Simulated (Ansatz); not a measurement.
Given:

Ge:
```
CELL_PARAMETERS angstrom
      0.00000     2.83598     2.83598
      2.83598     0.00000     2.83598
      2.83598     2.83598     0.00000
ATOMIC_POSITIONS crystal
  Ge 0.00000 0.00000 0.00000
  Ge 0.25000 0.25000 0.25000
```

This is the r²SCAN-relaxed structure.

Problem. All from DFT-r²SCAN in the program Ansatz with PAW potentials, unless another level is named. Give the vibrational entropy at 300 K.

Solution. 31.3 J/(K·mol of atoms).

Problem. Give the Hill bulk and shear moduli.

Solution. 72.0 and 55.8 GPa.

Space group Fd-3m (diamond). The r²SCAN relaxation kept the symmetry of its start; phonons on a q-mesh show no instability.

Potentials: the earlier of the program's two PAW sets.
